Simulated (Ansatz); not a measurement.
HfC:
Space group P6₃/mmc (No. 194); a = 3.3107 Å, b = 3.3107 Å, c = 5.2448 Å, α = 90.00°, β = 90.00°, γ = 120.00°

```json
[
 {"atom": "Hf", "site": "2c", "symmetry": "-6m2", "x": "0.3333", "y": "0.6667", "z": "0.2500"},
 {"atom": "C", "site": "2a", "symmetry": "-3m.", "x": "0.0000", "y": "0.0000", "z": "0.0000"}
]
```

Relaxed with r²SCAN.

Problem. Tabulate the valence density and the electron localisation function along the shortest Hf–Hf contact (3.25 Å), DFT-r²SCAN in the program Ansatz with PAW potentials.

Solution. 

```tsv
distance from Hf (Å)	density (e/Å³)	ELF
0.32	22.56	0.83
0.49	12.81	0.84
0.65	5.85	0.78
0.81	2.22	0.57
0.97	0.79	0.27
1.14	0.33	0.11
1.30	0.21	0.09
1.46	0.18	0.14
1.62	0.18	0.17
1.78	0.18	0.14
1.95	0.21	0.09
2.11	0.33	0.11
2.27	0.79	0.27
2.43	2.22	0.57
2.60	5.85	0.78
2.76	12.81	0.84
2.92	22.56	0.83
```

The density is the valence pseudo-density with augmentation charge, so density and ELF within about 1 Å of a nucleus are not all-electron values.

Space group P6_3/mmc (NiAs type). The first step of the workflow began from a Materials Project structure, measured or hypothetical; the Crystallography Open Database copy checked does not list it. It is not the phase usual at ambient conditions (space group No. 225). The r²SCAN relaxation kept the symmetry of its start; whether a distortion lowers the energy is not shown. The run is not spin-polarised. Spin–orbit coupling is left out wherever it is not named.

Potentials: the later of the program's two PAW sets.
